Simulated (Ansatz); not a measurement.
Relaxed-ion elastic tensor of TaRu (CsCl type, Pm-3m) in GPa (Voigt order), plane-wave PAW PBEsol (Ansatz code); density 15.14 g/cm³, 15.47 Å³ per atom.

```
 166   325   325   0.0   0.0   0.0
 325   166   325   0.0   0.0   0.0
 325   325   166   0.0   0.0   0.0
 0.0   0.0   0.0  88.9   0.0   0.0
 0.0   0.0   0.0   0.0  88.9   0.0
 0.0   0.0   0.0   0.0   0.0  88.9
```

Question: Is the crystal mechanically stable?

Answer: No: the smallest eigenvalue of C is -160 GPa.

The first step of the workflow began from a Materials Project structure, measured or hypothetical; the Crystallography Open Database files this formula in space group No. 221, but the cells were not matched. Whether it is the stable phase at ambient conditions was not checked. Symmetry was held in the PBEsol relaxation. At this level the phase is mechanically unstable. The run is not spin-polarised. As this level gives no gap, shear constants depend on the k-mesh and smearing (Fermi–Dirac, 0.1 eV here). On the denser mesh and wider smearing of the elastic run this cell carries a stress of 0.4 GPa. Scalar-relativistic: spin–orbit coupling is off unless named, which matters more the heavier the elements.

Potentials: the later of the program's two PAW sets.
